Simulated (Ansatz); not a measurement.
Relaxation of a generated cell, TiB2 placed in the AFLOW prototype AB2_cF48_227_c_e (as in Ti2C); 12 atoms in the cell, which starts as Fd-3m, origin choice 1 (No. 227), cF48; a = b = c = 7.662 Å, α = β = γ = 90.00°. Level of theory: r2SCAN (plane waves to 500 eV, PAW, scalar-relativistic; Ansatz, a quantum-chemistry and plane-wave program). Γ-centred k-mesh 4×4×4 on the run's cell (coarser than for final values), Fermi–Dirac smearing 0.05 eV. This is the first round of the run. 

The optimiser's lines from the output (shortened; P is positive under compression):

```
relax step   1: F+E_penalty+E_count = -11237.61513943 eV  Δ(F+E_penalty+E_count) = +0.000e0 eV  max|allowed force component| = 4.027e0 eV/Å  Δτ_max = 0.0000 Å  P = +95.309 GPa  Ω = 112.447 Å³  (9 SCF iters, dr2 threshold 1.00e-7 eV, accepted)
relax step   2: F+E_penalty+E_count = -11246.88070006 eV  Δ(F+E_penalty+E_count) = -9.266e0 eV  max|allowed force component| = 2.593e0 eV/Å  Δτ_max = 0.0381 Å  P = +44.673 GPa  Ω = 130.076 Å³  (8 SCF iters, dr2 threshold 1.20e-6 eV, accepted)
relax step   3: F+E_penalty+E_count = -11254.89654702 eV  Δ(F+E_penalty+E_count) = -8.016e0 eV  max|allowed force component| = 2.172e0 eV/Å  Δτ_max = 0.1949 Å  P = +5.065 GPa  Ω = 139.644 Å³  (8 SCF iters, dr2 threshold 1.20e-6 eV, accepted)
relax step   4: F+E_penalty+E_count = -11261.27347185 eV  Δ(F+E_penalty+E_count) = -6.377e0 eV  max|allowed force component| = 1.890e0 eV/Å  Δτ_max = 0.1976 Å  P = -12.655 GPa  Ω = 137.386 Å³  (7 SCF iters, dr2 threshold 1.20e-6 eV, accepted)
relax step   5: F+E_penalty+E_count = -11266.32508975 eV  Δ(F+E_penalty+E_count) = -5.052e0 eV  max|allowed force component| = 7.978e-1 eV/Å  Δτ_max = 0.1955 Å  P = -10.813 GPa  Ω = 128.873 Å³  (8 SCF iters, dr2 threshold 1.20e-6 eV, accepted)
relax step   6: F+E_penalty+E_count = -11266.81712697 eV  Δ(F+E_penalty+E_count) = -4.920e-1 eV  max|allowed force component| = 2.230e-1 eV/Å  Δτ_max = 0.0334 Å  P = -2.735 GPa  Ω = 123.511 Å³  (7 SCF iters, dr2 threshold 1.20e-6 eV, accepted)
relax step   7: F+E_penalty+E_count = -11266.84655997 eV  Δ(F+E_penalty+E_count) = -2.943e-2 eV  max|allowed force component| = 1.108e-2 eV/Å  Δτ_max = 0.0105 Å  P = +0.086 GPa  Ω = 122.001 Å³  (7 SCF iters, dr2 threshold 1.20e-6 eV, accepted)
relax step   8: F+E_penalty+E_count = -11266.84659634 eV  Δ(F+E_penalty+E_count) = -3.638e-5 eV  max|allowed force component| = 1.396e-4 eV/Å  Δτ_max = 0.0005 Å  P = -0.000 GPa  Ω = 122.038 Å³  (5 SCF iters, dr2 threshold 1.85e-8 eV, accepted)
relax step   9: F+E_penalty+E_count = -11266.85066214 eV  Δ(F+E_penalty+E_count) = -4.066e-3 eV  max|allowed force component| = 2.573e-4 eV/Å  Δτ_max = 0.0000 Å  P = +0.018 GPa  Ω = 122.038 Å³  stress off target by 1.83e-2 GPa  SCF on the basis re-selected at this cell (its energy is not comparable with the rows above)  (8 SCF iters)
```

From the first to the last row the energy changes by -2.44 eV/atom and the volume by +8.5 %. The last row is marked as not comparable with the walk above it, whose basis was carried along; it does compare with step 1, since both stand on a basis selected at the nominal cutoff for their own cell.

Later rounds, restarted from the end of this one on a renewed k-mesh, logged 3 more steps and released under 0.01 eV/atom more. The final structure after all rounds: Fd-3m, origin choice 1 (No. 227), cF48; a = 7.874 Å, b = 7.874 Å, c = 7.874 Å, α = 90.00°, β = 90.00°, γ = 90.00°. Between re-selections the logged energies stand on a plane-wave basis carried along with the cell. No spin polarisation in the result.

The run could not lose the symmetry of its start: the end is stationary, and may be a saddle point rather than a minimum.

The relaxed structure here is a generated cell of TiB2: the first start was made by placing the elements on the sites of a structure type, and the end was not matched to a known phase here, so it may be hypothetical. Known forms of TiB2 include space group No. 191.
